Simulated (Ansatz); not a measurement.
Geometry optimisation in Ansatz: input, command and trajectory.

```yaml
crystal:
  lattice:
    - [5.8601904591, 0.0, 0.0]
    - [0.0, 5.8601904591, 0.0]
    - [0.0, 0.0, 5.8601904591]
  atoms:
    - { symbol: Rb, position: [0.5, 0.0, 0.0] }
    - { symbol: Rb, position: [0.0, 0.5, 0.0] }
    - { symbol: Rb, position: [0.0, 0.0, 0.5] }
    - { symbol: Cr, position: [0.5, 0.5, 0.0], spin: 3.0 }
    - { symbol: Cr, position: [0.5, 0.0, 0.5], spin: 3.0 }
    - { symbol: Cr, position: [0.0, 0.5, 0.5], spin: 3.0 }
basis:
  ecutwfc: 420
kpoints:
  mp_grid: { grid: [4, 4, 4] }
hamiltonian:
  xc: pbe
scf:
  occupations: { method: gaussian, width: 0.1 }
  lower_state_search: "off"
output:
  forces: true
  stress: true
  eigenvalues: true
  populations: true
magnetization:
  spin_polarized: true
relax:
  adjacent_minimum: "off"
  f_tol: 0.04
  max_steps: 70
  cell: { stress_tol: 0.4 }
```

```bash
ansatz run input.yaml --threads 1 --pin off --max-ram 2560MiB --backend cpu --events-out ev --progress --plain --runs-dir out
```

These are results of Ansatz 0.2.0, DFT PBE, scalar-relativistic, plane waves, PAW, not measurements.

Of 8 frames 8 are shown, positions in Å and forces in eV/Å; the SCF threshold varies from step to step. Steps run on the plane waves of an earlier cell, with a Pulay correction in the pressure. The basis is chosen afresh for the last frame, the zero of the energies, and at times for earlier ones too; energy and pressure step there, also at an unchanged geometry. Here that happened at steps 5 (-48 meV/atom, 1.5 GPa), 8 (-4 meV/atom, 0.1 GPa); the frames before carry an error of that size.

```xyz
6
Lattice="5.8602 0.0000 0.0000 0.0000 5.8602 0.0000 0.0000 0.0000 5.8602" Properties=species:S:1:pos:R:3:forces:R:3 pbc="T T T" step=1 free_energy_over_end_meV_per_atom=502.66 pressure_GPa=8.52
Rb    2.9301    0.0000    0.0000    0.0000    0.0000    0.0000
Rb    0.0000    2.9301    0.0000    0.0000    0.0000    0.0000
Rb    0.0000    0.0000    2.9301    0.0000    0.0000    0.0000
Cr    2.9301    2.9301    0.0000    0.0000    0.0000    0.0000
Cr    2.9301    0.0000    2.9301    0.0000    0.0000    0.0000
Cr    0.0000    2.9301    2.9301    0.0000    0.0000    0.0000
6
Lattice="6.1459 0.0000 0.0000 0.0000 6.1459 0.0000 0.0000 0.0000 6.1459" Properties=species:S:1:pos:R:3:forces:R:3 pbc="T T T" step=2 free_energy_over_end_meV_per_atom=285.89 pressure_GPa=5.21
Rb    3.0729    0.0000    0.0000    0.0000    0.0000    0.0000
Rb    0.0000    3.0729    0.0000    0.0000    0.0000    0.0000
Rb    0.0000    0.0000    3.0729    0.0000    0.0000    0.0000
Cr    3.0729    3.0729    0.0000    0.0000    0.0000    0.0000
Cr    3.0729    0.0000    3.0729    0.0000    0.0000    0.0000
Cr    0.0000    3.0729    3.0729    0.0000    0.0000    0.0000
6
Lattice="6.4316 0.0000 0.0000 0.0000 6.4316 0.0000 0.0000 0.0000 6.4316" Properties=species:S:1:pos:R:3:forces:R:3 pbc="T T T" step=3 free_energy_over_end_meV_per_atom=152.65 pressure_GPa=2.50
Rb    3.2158    0.0000    0.0000    0.0000    0.0000    0.0000
Rb    0.0000    3.2158    0.0000    0.0000    0.0000    0.0000
Rb    0.0000    0.0000    3.2158    0.0000    0.0000    0.0000
Cr    3.2158    3.2158    0.0000    0.0000    0.0000    0.0000
Cr    3.2158    0.0000    3.2158    0.0000    0.0000    0.0000
Cr    0.0000    3.2158    3.2158    0.0000    0.0000    0.0000
6
Lattice="6.7172 0.0000 0.0000 0.0000 6.7172 0.0000 0.0000 0.0000 6.7172" Properties=species:S:1:pos:R:3:forces:R:3 pbc="T T T" step=4 free_energy_over_end_meV_per_atom=104.74 pressure_GPa=0.03
Rb    3.3586    0.0000    0.0000    0.0000    0.0000    0.0000
Rb    0.0000    3.3586    0.0000    0.0000    0.0000    0.0000
Rb    0.0000    0.0000    3.3586    0.0000    0.0000    0.0000
Cr    3.3586    3.3586    0.0000    0.0000    0.0000    0.0000
Cr    3.3586    0.0000    3.3586    0.0000    0.0000    0.0000
Cr    0.0000    3.3586    3.3586    0.0000    0.0000    0.0000
6
Lattice="6.7172 0.0000 0.0000 0.0000 6.7172 0.0000 0.0000 0.0000 6.7172" Properties=species:S:1:pos:R:3:forces:R:3 pbc="T T T" step=5 free_energy_over_end_meV_per_atom=57.19 pressure_GPa=1.55
Rb    3.3586    0.0000    0.0000    0.0000    0.0000    0.0000
Rb    0.0000    3.3586    0.0000    0.0000    0.0000    0.0000
Rb    0.0000    0.0000    3.3586    0.0000    0.0000    0.0000
Cr    3.3586    3.3586    0.0000    0.0000    0.0000    0.0000
Cr    3.3586    0.0000    3.3586    0.0000    0.0000    0.0000
Cr    0.0000    3.3586    3.3586    0.0000    0.0000    0.0000
6
Lattice="6.9138 0.0000 0.0000 0.0000 6.9138 0.0000 0.0000 0.0000 6.9138" Properties=species:S:1:pos:R:3:forces:R:3 pbc="T T T" step=6 free_energy_over_end_meV_per_atom=23.60 pressure_GPa=0.87
Rb    3.4569    0.0000    0.0000    0.0000    0.0000    0.0000
Rb    0.0000    3.4569    0.0000    0.0000    0.0000    0.0000
Rb    0.0000    0.0000    3.4569    0.0000    0.0000    0.0000
Cr    3.4569    3.4569    0.0000    0.0000    0.0000    0.0000
Cr    3.4569    0.0000    3.4569    0.0000    0.0000    0.0000
Cr    0.0000    3.4569    3.4569    0.0000    0.0000    0.0000
6
Lattice="7.2038 0.0000 0.0000 0.0000 7.2038 0.0000 0.0000 0.0000 7.2038" Properties=species:S:1:pos:R:3:forces:R:3 pbc="T T T" step=7 free_energy_over_end_meV_per_atom=4.01 pressure_GPa=0.07
Rb    3.6019    0.0000    0.0000    0.0000    0.0000    0.0000
Rb    0.0000    3.6019    0.0000    0.0000    0.0000    0.0000
Rb    0.0000    0.0000    3.6019    0.0000    0.0000    0.0000
Cr    3.6019    3.6019    0.0000    0.0000    0.0000    0.0000
Cr    3.6019    0.0000    3.6019    0.0000    0.0000    0.0000
Cr    0.0000    3.6019    3.6019    0.0000    0.0000    0.0000
6
Lattice="7.2038 0.0000 0.0000 0.0000 7.2038 0.0000 0.0000 0.0000 7.2038" Properties=species:S:1:pos:R:3:forces:R:3 pbc="T T T" step=8 free_energy_over_end_meV_per_atom=0.00 pressure_GPa=0.21
Rb    3.6019    0.0000    0.0000    0.0000    0.0000    0.0000
Rb    0.0000    3.6019    0.0000    0.0000    0.0000    0.0000
Rb    0.0000    0.0000    3.6019    0.0000    0.0000    0.0000
Cr    3.6019    3.6019    0.0000    0.0000    0.0000    0.0000
Cr    3.6019    0.0000    3.6019    0.0000    0.0000    0.0000
Cr    0.0000    3.6019    3.6019    0.0000    0.0000    0.0000
```

The start is a random arrangement. The cell swells from 33.5 to 62.3 Å³ an atom, so the end can be far from any stable crystal. At the end the space group is Pm-3m (tolerance 0.05 Å).

Time: 80 s on 1 thread of Intel(R) Xeon(R) 6975P-C (Granite Rapids), on a shared host, peak memory 0.78 GiB.

The k mesh is coarse. Only parallel moments were tried here.